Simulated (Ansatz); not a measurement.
Level of theory: DFT PBE, scalar-relativistic, plane waves, PAW in Ansatz 0.2.0. Settings: cutoff 420 eV, Γ-centred meshes spaced at most about 0.3 Å⁻¹, and about 0.25 Å⁻¹ or finer for metals (2π included), Gaussian smearing. No spin polarisation in the final relaxations.

All energies are static (0 K, no zero-point motion).

Compare these two cells of Ge4Pd, each relaxed at this level.

A.

```yaml
crystal:
  lattice:
    - [3.91220, -4.10450, 0.00000]
    - [3.91220, 4.10450, 0.00000]
    - [0.00000, 0.00000, 2.99433]
  atoms:
    - { symbol: Ge, position: [0.72567, 0.72567, 0.50000] }
    - { symbol: Ge, position: [0.27433, 0.27433, 0.50000] }
    - { symbol: Ge, position: [0.69061, 0.30939, 0.00000] }
    - { symbol: Ge, position: [0.30939, 0.69061, 0.00000] }
    - { symbol: Pd, position: [0.00000, 0.00000, 0.00000] }
```

B.

```yaml
crystal:
  lattice:
    - [-2.97756, 2.97756, 2.97756]
    - [2.97756, -2.97756, 2.97756]
    - [2.97756, 2.97756, -2.97756]
  atoms:
    - { symbol: Ge, position: [0.50000, 0.50000, 0.50000] }
    - { symbol: Ge, position: [0.00000, 0.00000, 0.50000] }
    - { symbol: Ge, position: [0.00000, 0.50000, 0.00000] }
    - { symbol: Ge, position: [0.50000, 0.00000, 0.00000] }
    - { symbol: Pd, position: [0.00000, 0.00000, 0.00000] }
```

Question: Which form is favoured at zero pressure, and by what margin per atom?

Answer: A is lower, by 215 meV/atom. A has space group Cmmm (No. 65), 19.2 Å³/atom and no gap on its mesh; B has space group Im-3m (No. 229), 21.1 Å³/atom and no gap. Counting Ge atoms around Pd (those within 1.25 times the shortest such distance or 1.15 times the sum of covalent radii), A has Pd 6 and B has Pd 8. The denser one is the lower, and pressure would at first widen the difference. Even the lower one lies +0.03 eV/atom against the reference forms of the elements (uncorrected), so neither is stable at this level. In A, around Ge on a site of symmetry 2mm lie 2 Pd at 2.62 Å, 4 Ge at 2.79 Å and 2 Ge at 2.99 Å; Ge on a site of symmetry m2m has 1 Pd at 2.54 Å, 4 Ge at 2.79 Å and 3 Ge at 2.99–3.13 Å; Pd is surrounded by 6 Ge at 2.54–2.62 Å and 2 Pd at 2.99 Å. In B, around Ge lie 2 Pd at 2.58 Å and 6 Ge at 2.98 Å; around Pd lie 8 Ge at 2.58 Å. Both come from invented guesses. A third cell relaxed alike, in P4/mmm, lies 17 meV/atom below the lower of the two.

Cells relaxed within their symmetry can be saddle points.
